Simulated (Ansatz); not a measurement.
## Relaxing YSi2Rh2

The calculation used DFT r2SCAN, scalar-relativistic, plane waves, PAW in Ansatz 0.2.0. Cutoff 500 eV, Γ-centred k mesh, Gaussian smearing, no spin polarisation in the final step.

A relaxed cell is given with its space group left out.

```yaml
crystal:
  lattice:
    - [-2.02008, 2.02008, 4.97528]
    - [2.02008, -2.02008, 4.97528]
    - [2.02008, 2.02008, -4.97528]
  atoms:
    - { symbol: Y, position: [0.00000, 0.00000, 0.00000] }
    - { symbol: Si, position: [0.37750, 0.37750, 0.00000] }
    - { symbol: Si, position: [0.62250, 0.62250, 0.00000] }
    - { symbol: Rh, position: [0.75000, 0.25000, 0.50000] }
    - { symbol: Rh, position: [0.25000, 0.75000, 0.50000] }
```

Problem. What space group does it have?

Solution. I4/mmm (No. 139). Conventional cell: a = 4.040 Å, c = 9.951 Å. Y is coordinated by 8 Si at 3.11 Å and 8 Rh at 3.20 Å (next Si at 3.76 Å); Si is coordinated by 4 Rh at 2.39 Å and 1 Si at 2.44 Å; Rh has 4 Si at 2.39 Å (next Rh at 2.86 Å).

Problem. Is it a metal?

Solution. Yes, bands cross the Fermi level on the 14×14×14 mesh.

The final run used a 14×14×14 mesh on its 5-atom cell and 0.10 eV smearing.

Cost: 3 runs of about 7.5 core-minutes in all, on Arm Neoverse V2 (shared hosts).